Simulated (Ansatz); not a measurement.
# Relaxing an invented MoW3 structure

The calculation used Ansatz, DFT PBE, scalar-relativistic, plane waves, PAW. Cutoff 420 eV, Gaussian smearing, Γ-centred meshes. Cell and atoms relax first on a coarse mesh and then on a finer one. In between, the cell is made exact in the group found at 0.06 Å. In metals the finer mesh still leaves noise of several meV/atom or more. The steps can't lower the symmetry of their start. Collinear spin is switched on along the way, since trial moments persisted in a coarse test.

The guess for MoW3 was made by a generator: random cell by space group and Wyckoff sites (Pm-3m, No. 221). Lengths were set from tabulated atomic sizes, so they are only a guess.

```cif
data_structure
_symmetry_space_group_name_H-M 'Pm-3m'
_symmetry_Int_Tables_number 221
_cell_length_a 5.1568
_cell_length_b 5.1568
_cell_length_c 5.1568
_cell_angle_alpha 90.000
_cell_angle_beta 90.000
_cell_angle_gamma 90.000
_cell_volume 137.13
loop_
_atom_site_label
_atom_site_type_symbol
_atom_site_symmetry_multiplicity
_atom_site_Wyckoff_symbol
_atom_site_fract_x
_atom_site_fract_y
_atom_site_fract_z
_atom_site_occupancy
Mo1 Mo 1 b 0.50000 0.50000 0.50000 1
Mo2 Mo 1 a 0.00000 0.00000 0.00000 1
W1 W 6 e 0.34482 0.00000 0.00000 1
```

Formation energies are uncorrected and refer to the elements' standard structures at the same level.

Question: Describe the relaxed structure.

Answer: The symmetry stays Pm-3m (No. 221). The volume per atom grows by 146.1 %, from 17.1 to 42.2 Å³. The shortest distance goes from 1.60 Å (W–W) to 2.18 Å (W–W). The energy falls by about 12.5 eV/atom (the start's value is from the coarse mesh). Conventional cell: a = 6.963 Å. Around Mo on its first site lie 24 W at 5.04 Å (long against covalent radii, as for large ions); Mo on its second site has 6 W at 2.39 Å; W has 1 W at 2.18 Å, 1 Mo at 2.39 Å, 4 W at 3.38 Å, 1 Mo at 4.57 Å, 1 W at 4.78 Å and 4 Mo at 5.04 Å.

```cif
data_structure
_symmetry_space_group_name_H-M 'Pm-3m'
_symmetry_Int_Tables_number 221
_cell_length_a 6.9625
_cell_length_b 6.9625
_cell_length_c 6.9625
_cell_angle_alpha 90.000
_cell_angle_beta 90.000
_cell_angle_gamma 90.000
_cell_volume 337.52
loop_
_atom_site_label
_atom_site_type_symbol
_atom_site_symmetry_multiplicity
_atom_site_Wyckoff_symbol
_atom_site_fract_x
_atom_site_fract_y
_atom_site_fract_z
_atom_site_occupancy
Mo1 Mo 1 b 0.50000 0.50000 0.50000 1
Mo2 Mo 1 a 0.00000 0.00000 0.00000 1
W1 W 6 e 0.34321 0.00000 0.00000 1
```

Question: Give its energy and gap.

Answer: The formation energy is +4.27 eV/atom, the gap on the 6×6×6 mesh of the 8-atom cell is 0 eV (a metal) and the net moment per atom is 0.51 μB. The moment by site is Mo 5.0 μB.

The separate elements lie lower, so it is unstable against them.

The last run used collinear spin and Gaussian smearing of 0.10 eV. These runs have no spin–orbit coupling, which can matter for W. Another magnetic order may lie lower. A structure relaxed within its symmetry needn't be a true minimum. In all, the 4 runs took 12 min on 1 thread of Arm Neoverse V1, on a shared host. Another cell of MoW3 relaxed alike but without spin, in Fm-3m, lies 4.27 eV/atom lower, so this cell isn't the stable form at this level. Site moments count only spheres around the atoms; the net moment includes the space between them.
